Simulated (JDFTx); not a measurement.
HfN(100) slab cut from bulk HfN (space group Fm-3m, indices of the conventional cell, lattice of the Materials Project entry mp-2828, not re-optimised): 8 atoms in 4 planes, a 1x1 cell of 10.18 Å² (|a| = 3.190, |b| = 3.190 Å), 6.9 Å between the outermost planes, Hf/N outermost, slab composition Hf4N4, cell height 22.8 Å, 6×6×1 k mesh, Fermi smearing 0.01 Ha, no spin polarisation. Whether this polymorph is the ambient one wasn't checked. Neither spin polarisation nor a larger cell was tried.

Level of theory: PBE, GBRV ultrasoft potentials, plane waves to 20/100 Ha; code: a modified build of JDFTx. Liquid: CANDLE, water, 1 M NaCl. Between zero charge and 0.90 V from it the run gives σ = 17.0 μC/cm², a mean capacitance of 18.9 μF/cm². The liquid has ε = 78.4, a 1:1 salt at 1 M with linear (Debye) response, and T = 298 K.

Working it through: the Debye length, the diffuse-layer capacitance, and the inner capacitance that is left when the two stand in series.

Each ion has density c = 1 × 6.022×10⁻⁴ = 6.022e-04 Å⁻³. λ² = ε kT / (8π (e²/4πε₀) c) with kT = 0.02568 eV and e²/4πε₀ = 14.40 eV Å gives λ = 3.04 Å; the log prints 3.04 Å. C_diffuse = ε₀ε/λ = 228 μF/cm². Then 1/C_inner = 1/18.9 − 1/228, so C_inner = 20.6 μF/cm², which equals a vacuum gap of ε₀/C_inner = 0.43 Å. The diffuse layer takes 8 % of the potential drop; the rest lies between the electrode's charge and the onset of the dielectric, with the electrode's own (quantum) capacitance in it. The split is a model: in the calculation solvent and ions share one smooth cavity.
